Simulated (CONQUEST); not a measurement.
Consider a self-consistent single point of YSi (Cmcm, 8 atoms in the cell; from Materials Project mp-9972, changed as shown).

```xyz
8
Lattice="4.2009 0.0000 0.0000 0.0000 10.3562 0.0000 0.0000 0.0000 3.7570" Properties=species:S:1:pos:R:3 pbc="T T T"
Y      2.1004     3.7217     2.8177
Y      0.0000     1.4564     0.9392
Y      0.0000     8.8998     2.8177
Y      2.1004     6.6345     0.9392
Si     2.1004     0.7821     2.8177
Si     0.0000     4.3960     0.9392
Si     0.0000     5.9602     2.8177
Si     2.1004     9.5741     0.9392
```

Method: LDA (PW92), numerical atomic orbitals double-zeta with polarisation (the shipped basis), PseudoDojo norm-conserving potentials made for LDA (CONQUEST).

CONQUEST settings:

* **basis**: DZP
* **Diag.MPMeshX, Y, Z**: 6 2 6
* **potentials**: PseudoDojo norm-conserving LDA
* **Grid.GridCutoff**: 140 Ha
* **DM.SolutionMethod**: diagon
* **Diag.kT**: 0.003675 Ha
* **Diag.GammaCentred**: true
* **minE.SCTolerance**: 1.0e-06
* **SC.MaxIters**: 100
* **SC.LinearMixingFactor**: 0.5
* **SC.KerkerPreCondition**: true
* **SC.KerkerFactor**: 0.5 1/bohr
* **AtomMove.TypeOfRun**: static

Results:

* **Number of valence electrons**: 60
* **Number of bands**: 128
* **Number of k-points after the program's reduction**: 60
* **Size of the basis**: 128
* **Number of SCF iterations**: 16
* **FFT grid**: 48 × 108 × 40
* **Free energy E − TS**: -4917.2702 eV
* **Fermi level (on the code's own zero)**: -6.74 eV
* **Pressure**: 1.50 GPa
* **Largest force (vector length)**: 0.180 eV/Å

Forces (eV/Å):
| atom | Fx | Fy | Fz |
|---|---|---|---|
| Y1 | 0.000 | -0.050 | 0.000 |
| Y2 | 0.000 | 0.050 | 0.000 |
| Y3 | 0.000 | -0.050 | 0.000 |
| Y4 | 0.000 | 0.050 | 0.000 |
| Si5 | 0.000 | 0.180 | 0.000 |
| Si6 | 0.000 | -0.180 | 0.000 |
| Si7 | 0.000 | 0.180 | 0.000 |
| Si8 | 0.000 | -0.180 | 0.000 |

Stress (GPa, positive for compression):
```
0.53  0.00  0.00
0.00  1.38  0.00
0.00  0.00  2.58
```

For comparison: a first run was changed to give this one (lattice scaled by 0.98), and from it to this one the free energy falls by 11.2 meV/atom, the pressure goes from -4.16 to 1.50 GPa and the largest force goes from 0.136 to 0.180 eV/Å.

The program uses no crystal symmetry, so grid and mesh can part values that symmetry would make equal. The atom-centred basis is finite, which shifts total energies, pressures and forces against plane waves. The structure comes from a collection of computed structures, made at another level of theory; the collection holds predicted forms beside known ones. No clean gap shows at this smearing width and mesh (spacing up to 0.30 Å⁻¹); the mesh is coarse for partly filled bands, so the values carry mesh errors.

Cost on one core: very roughly 7 core-minutes.
